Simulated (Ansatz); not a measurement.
Relaxed-ion elastic tensor of SrO in space group P6_3/mmc (No. 194; Sr on 2d, O on 2c) in GPa (Voigt order), r²SCAN in the plane-wave PAW code Ansatz; density 4.24 g/cm³, 20.31 Å³ per atom.

```
      1     2     3     4     5    6
-  ----  ----  ----  ----  ----  ---
1  98.3  78.8  40.9   0.0   0.0  0.0
2  78.8  98.3  40.9   0.0   0.0  0.0
3  40.9  40.9   161   0.0   0.0  0.0
4   0.0   0.0   0.0  44.6   0.0  0.0
5   0.0   0.0   0.0   0.0  44.6  0.0
6   0.0   0.0   0.0   0.0   0.0  9.8
```

Is the crystal mechanically stable?

Yes: the smallest eigenvalue of C is 9.8 GPa.

Work out the Voigt, Reuss and Hill averages.

K_V = 75.5, K_R = 75.0, K_H = 75.3; G_V = 33.0, G_R = 18.7, G_H = 25.8 GPa.

Give Young's modulus, Poisson's ratio, Pugh's ratio and the universal anisotropy index.

E = 9KG/(3K + G) = 69.5 GPa; ν = 0.35; K/G = 2.91 (ductile by the Pugh limit of 1.75); A_U = 5G_V/G_R + K_V/K_R − 6 = 3.83.

Estimate the sound speeds and the Debye temperature.

v_l = √((K + 4G/3)/ρ) = 5090 m/s, v_t = √(G/ρ) = 2470 m/s, mean 2770 m/s; Θ = (h/k)(3n/4πV)^(1/3) v_m = 303 K.

How much does each axis shrink under pressure?

Linear compressibilities β_i = Σ_j S_ij (j = 1 to 3): x 4.8, y 4.8, z 3.8 per TPa.

The first step of the workflow began from a Materials Project structure, measured or hypothetical; the Crystallography Open Database copy checked does not list it. It is not the phase usual at ambient conditions (space group No. 225). Symmetry was held in the r²SCAN relaxation; phonons on a q-mesh show no instability.

Potentials: the later of the program's two PAW sets.
